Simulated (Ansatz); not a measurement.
Simulated powder pattern, Cu Kα, λ = 1.54184 Å (kinematic, ideal powder, no thermal factors, no anomalous dispersion; the 30 strongest lines at most, above 1 %, up to 2θ = 90°):

| 2θ (°) | I/Imax (%) |
|---|---|
| 11.83 | 5.7 |
| 23.79 | 11 |
| 26.38 | 11 |
| 27.27 | 100 |
| 30.63 | 4.6 |
| 32.94 | 39 |
| 36.02 | 16 |
| 38.50 | 55 |
| 41.65 | 13 |
| 45.99 | 42 |
| 48.53 | 2.8 |
| 48.69 | 3.1 |
| 52.22 | 3.3 |
| 52.42 | 7.4 |
| 54.29 | 14 |
| 57.72 | 7.6 |
| 59.76 | 21 |
| 60.04 | 3.6 |
| 61.48 | 13 |
| 63.77 | 3.4 |
| 64.18 | 8.6 |
| 69.21 | 6.2 |
| 72.90 | 3.9 |
| 73.83 | 11 |
| 76.77 | 6.5 |
| 80.08 | 12 |
| 80.58 | 6.8 |
| 82.14 | 3.3 |
| 82.51 | 4.2 |
| 85.16 | 6.7 |

The pattern belongs to a structure relaxed with plane-wave PAW PBE (Ansatz code).

Question: Pick the material that matches.
A. Al2O3, Cc (Pearson symbol mS20)
B. NbSnS, P4/nmm (Nb on 2c, Sn on 2a, S on 2c)
C. Ge2BP, R3m (B on 3a, P on 3a, Ge on 3a, Ge on 3a)
D. CdSn2O, R3m (Cd on 3a, O on 3a, Sn on 3a, Sn on 3a)

Answer: D, CdSn2O, R3m (Cd on 3a, O on 3a, Sn on 3a, Sn on 3a)

Question: Give the lattice parameters.

Answer: a = 3.947 Å, c = 22.440 Å.

The start of the workflow was typed in or built on a structure type; neither database checked (COD, Materials Project) lists it. Its standing as an ambient phase is unchecked. The PBE relaxation kept the symmetry of its start; whether a distortion lowers the energy is not shown. The volume moved by 29 % from the start of the relaxation. Scalar-relativistic: spin–orbit coupling is off unless named, which matters more the heavier the elements.

Potentials: the earlier of the program's two PAW sets.
